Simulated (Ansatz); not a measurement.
Relaxed-ion elastic tensor of TaW (rock salt, space group No. 225) in GPa (Voigt order), PBEsol in the plane-wave PAW code Ansatz; density 16.15 g/cm³, 18.75 Å³ per atom.

```csv
,1,2,3,4,5,6
1,513,32.3,32.3,0.0,0.0,0.0
2,32.3,513,32.3,0.0,0.0,0.0
3,32.3,32.3,513,0.0,0.0,0.0
4,0.0,0.0,0.0,-91.1,0.0,0.0
5,0.0,0.0,0.0,0.0,-91.1,0.0
6,0.0,0.0,0.0,0.0,0.0,-91.1
```

Problem. Is the crystal mechanically stable?

Solution. No: the smallest eigenvalue of C is -91.1 GPa.

Space group Fm-3m (rock salt). The start of the workflow was typed in or built on a structure type; neither database checked (COD, Materials Project) lists it. Whether it is the stable phase at ambient conditions was not checked. Symmetry was held in the PBEsol relaxation. At this level the phase is mechanically unstable. No spin polarisation was allowed. Its formation energy is positive at this level, so the cell may be metastable or incomplete. As this level gives no gap, shear constants depend on the k-mesh and smearing (Fermi–Dirac, 0.1 eV here). Scalar-relativistic: spin–orbit coupling is off unless named, which matters more the heavier the elements.

Potentials: the later of the program's two PAW sets.
